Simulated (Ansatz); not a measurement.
HfS$_{2}$ (CdI2 type)

```
HfS2
1.0
    3.54747     0.00000     0.00000
   -1.77374     3.07220     0.00000
    0.00000     0.00000     5.57681
Hf S
1 2
Direct
  0.00000   0.00000   0.00000
  0.33333   0.66667   0.26190
  0.66667   0.33333   0.73810
```

The slice is a (1 -1 0 0) plane (indices of the conventional cell) through the point (0.667, 0.333, 0.738) (fractional), spanned by u = [110] and v = [001] in vectors of this cell: u (3.55 Å) and v (5.58 Å, at 90° to u). It covers one period; positions are fractions (u, v).

The numbers are results of PBEsol-D3(BJ) (plane waves to 420 eV, PAW, scalar-relativistic; Ansatz, a quantum-chemistry and plane-wave program), not measurements. k mesh 11×11×6. Inside the PAW spheres the values are not all-electron values, and peaks at nuclei hang on which shells count as valence. HfS2 is run without spin polarisation. HfS2 was relaxed with its symmetry unable to fall. Spin-orbit coupling is left out, though Hf is heavy.

Three fields on this plane, each scaled to ten steps between its own extremes (0 low, 9 high; the total valence density on a logarithmic scale, the potential cut 8 eV below its top; x marks points blanked near nuclei; v = 0 in the bottom row):

Map A
```
|xxxxx057888750xxxx|
|xxxxx168888861xxxx|
|xxxxx478999874xxxx|
|xxxx36899999863xxx|
|x02468999999986420|
|566789999999998766|
|888999999999999988|
|999999999899999999|
|999999887778899999|
|999998766566789999|
|999987654345678999|
|999887532123578899|
|999876420002467899|
|988875310001357888|
|888765310001356788|
|887654200000245678|
|777643100000134677|
|776531000000013567|
|666420000000002466|
|665420000000002456|
|555420000000002455|
|334320000000002343|
|x00120000000002100|
|xxxx01000000010xxx|
|xxxxx121000121xxxx|
|xxxxx033333330xxxx|
|xxxxx035555530xxxx|
|xxxxxx4677764xxxxx|
```

Map B
```
|xxxxx975333579xxxx|
|xxxxx864323468xxxx|
|xxxxx753212357xxxx|
|xxxx76421012467xxx|
|x98764210001246789|
|666543210001234566|
|443322111111122334|
|222112233333221122|
|000122345554322100|
|000124566666542100|
|001235677877653210|
|001245788988754210|
|012356789998765321|
|112356899999865321|
|122456889998865422|
|223456789998765432|
|223456789998765432|
|333456789998765433|
|334456789998765443|
|555556789998765555|
|666666789998766666|
|887777778887777778|
|x99887777777778899|
|xxxx98766666789xxx|
|xxxxx976555679xxxx|
|xxxxx976545679xxxx|
|xxxxx986444689xxxx|
|xxxxxx7543457xxxxx|
```

Map C
```
|xxxxx985101589xxxx|
|xxxxx974101479xxxx|
|xxxxx862000268xxxx|
|xxxx97410001479xxx|
|x99874100000147899|
|887531000000013578|
|543100000100000134|
|110000123332100001|
|000001356665310000|
|000013578887531000|
|000025789998752000|
|000136789998763100|
|000146899999864100|
|000246889998864200|
|000246788888764200|
|001134566666543110|
|001123334443332110|
|111111122222111111|
|111110111211101111|
|332110011211001123|
|554311011111011345|
|777531111111113577|
|x88763100000136788|
|xxxx85210001258xxx|
|xxxxx752000257xxxx|
|xxxxx873101378xxxx|
|xxxxx985212589xxxx|
|xxxxxx8521258xxxxx|
```

Assign the maps to these fields: electron localisation function (ELF); valence electron density; electrostatic potential energy of an electron, from the cell's mean.

A is the electrostatic potential energy of an electron, from the cell's mean; B is the valence electron density; C is the electron localisation function (ELF).
